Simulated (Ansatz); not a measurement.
## Field gradients at the nuclei in TiSi₂

The cell is an entry of the Crystallography Open Database (COD), ions relaxed with PBE at fixed cell.

```
CELL_PARAMETERS angstrom
0.00000 4.11800 4.26150
2.38650 0.00000 4.26150
2.38650 4.11800 0.00000
ATOMIC_POSITIONS crystal
Ti 0.75000 0.75000 0.75000
Ti 0.50000 0.50000 0.50000
Si 0.08686 0.41314 0.08686
Si 0.41314 0.08686 0.41314
Si 0.16314 0.83686 0.16314
Si 0.83686 0.16314 0.83686
```

Atoms are numbered from 1 in the order listed; like atoms form one site, named after its first atom.

The numbers come from a DFT calculation in Ansatz (PBEsol, plane waves and PAW, scalar-relativistic, 420 eV cutoff, Γ-centred 13×13×13 k-points, Fermi–Dirac smearing 0.05 eV).

Conventions: |V_zz| ≥ |V_yy| ≥ |V_xx|, η = (V_xx − V_yy)/V_zz, C_Q = eQV_zz/h.

49Ti: I = 7/2, Q = 247.0 mb. Quadrupole moments are those of Pyykkö's year-2017 table.

(1) Give the quadrupolar parameters of the distinct sites.

Results:

(1) 

```tsv
site	atoms (order as listed)	first shell	V_zz (10²¹ V/m²)	η	C_Q (MHz)
Ti	1, 2	10 Si at 2.54–2.77 Å, 4 Ti at 3.19 Å	1.37	0.14	8.18
Si	3, 4, 5, 6	2 Si at 2.52 Å, 5 Ti at 2.54–2.77 Å; also 3 Si at 2.69–2.78 Å	-3.30	0.14	–
```

Si has no stable isotope with a ground-state quadrupole moment in the table, so no C_Q is given.

With no gap above 0.1 eV, as in a metal, the gradients converge slowly in k; expect changes of a tenth or more on a denser mesh.
